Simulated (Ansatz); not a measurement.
**6 guesses for Ba₂Be and where they end**

Method: DFT PBE, scalar-relativistic, plane waves, PAW (Ansatz). Settings: cutoff 420 eV, Γ-centred meshes spaced at most about 0.3 Å⁻¹, and about 0.25 Å⁻¹ or finer for metals (2π included), Gaussian smearing. No spin polarisation in the final relaxations.

Each guess was relaxed in cell and atoms at zero pressure, within the symmetry of its start. These are static total energies at zero pressure. Coordination counts all near atoms (those within 1.25 times the shortest distance at each site; a plus sign parts nearer from farther groups; a slash parts the counts of unlike sites).

```csv
guess,made from,start group,V start (Å³/atom),end group,V end (Å³/atom),coordination at the end,gap on mesh (eV),E over the lowest end (meV/atom)
1,ZrB2 type,P6/mmm,25.9,P6/mmm,34.3,"Ba 11, Be 14",0,325
2,BiAu2 type,Fd-3m,23.8,Fd-3m (cubic Laves (C15)),41.8,"Ba 6+6, Be 16",0,744
3,Al2Au type,Fm-3m,28.5,Fm-3m (fluorite),42.1,"Ba 4+6, Be 8",0,46
4,Cu2O type,Pn-3m,30.0,Pn-3m (cuprite),56.3,"Ba 2, Be 4",0,352
5,Sn2Ru type,I4/mcm,23.0,I4/mcm,40.3,"Ba 4+6, Be 10",0,0
6,NdS2 type,P4/nmm,23.3,?,?,?,?,?
```

Guess 6 as it starts:

```
CELL_PARAMETERS angstrom
4.12006 0.00000 0.00000
0.00000 4.12006 0.00000
0.00000 0.00000 8.22680
ATOMIC_POSITIONS crystal
Ba 0.00000 0.00000 0.00000
Ba 0.50000 0.50000 0.00000
Ba 0.00000 0.50000 0.63600
Ba 0.50000 0.00000 0.36400
Be 0.00000 0.50000 0.27300
Be 0.50000 0.00000 0.72700
```

**Question.** Fill in the missing row: what does this guess relax into, and where does it rank?

**Answer.** It ends in space group P4/nmm (No. 129), with a = 5.400 Å, c = 8.218 Å, 39.9 Å³/atom and no gap. It lies 38 meV/atom over the lowest end, above guess 5 and below guess 3. Counting all near atoms, this end has Ba 1/4+4, Be 5 and the lowest (guess 5) has Ba 4+6, Be 10.

```
Ba Be
1.0
     5.39968    0.00000    0.00000
     0.00000    5.39968    0.00000
     0.00000    0.00000    8.21846
Ba Be
4 2
Direct
  0.00000 0.00000 0.00000
  0.50000 0.50000 0.00000
  0.00000 0.50000 0.61587
  0.50000 0.00000 0.38413
  0.00000 0.50000 0.22512
  0.50000 0.00000 0.77488
```

Formation energies are uncorrected and refer to the elements' standard structures at the same level.

**Question.** Is the lowest end bound against the elements?

**Answer.** No: its formation energy is +0.42 eV/atom. The separate elements lie lower, so it is unstable against them.

The k mesh leaves some 4 meV/atom of noise in the energy of each metallic cell. A magnetic state wasn't ruled out in cells without spin, among them P4/nmm, Fm-3m, P6/mmm, Pn-3m, Fd-3m. With atoms moved at random, I4/mcm came back. Other cells relaxed within their symmetry can be saddle points. A lower structure may well exist outside this small set. Some structure types and database cells were kept out of the candidates from the start, so a known form may be missing.
